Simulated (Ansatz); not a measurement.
**Na2AlZnF7: ²³Na nuclear quadrupole resonance**

Cell: a COD entry, its atoms then relaxed with PBE in this cell.

Space group Imma (No. 74); a = 7.0920, b = 10.0920, c = 7.3370 Å.

```csv
site,Wyckoff,site symmetry,x,y,z
Na1,4d,.2/m.,0.2500,0.2500,0.7500
Na3,4a,2/m..,0.0000,0.0000,0.0000
Al,4b,2/m..,0.0000,0.0000,0.5000
Zn,4c,.2/m.,0.2500,0.2500,0.2500
F9,16j,1,0.1873,0.3877,0.4383
F17,4e,mm2,0.0000,0.2500,0.1207
F19,8h,m..,0.5000,0.9165,0.2239
```

One atom of each set is listed; the run and its k-mesh use a cell of 22 atoms with edges of 7.18, 7.18, 7.18 Å.

The numbers come from a DFT calculation in Ansatz (PBE, plane waves and PAW, scalar-relativistic, 420 eV cutoff, Γ-centred 4×4×4 k-points, Fermi–Dirac smearing 0.02 eV).

²³Na: I = 3/2, Q = 104.0 mb (year-2017 value). Static lattice, zero field.

Problem. At which frequencies do the ²³Na NQR lines lie?

Solution. For I = 3/2 there is one line, ν = (|C_Q|/2)(1 + η²/3)^½.

```
site  atoms  V_zz (10²¹ V/m²)  C_Q (MHz)     η  line frequencies (MHz)
 Na1      2              0.85       2.14  0.07                    1.07
 Na3      2             -1.56      -3.92  0.27                    1.98
```

The relaxation (4 steps) took 1.7 min of wall time (1.7 min of CPU time) and 0.78 GiB at its peak, on 1 thread of Arm Neoverse V2 (aarch64; 8 cores open to the job, memory cap 3.0 GiB, no GPU), a shared host with a load of 0.8 a core.
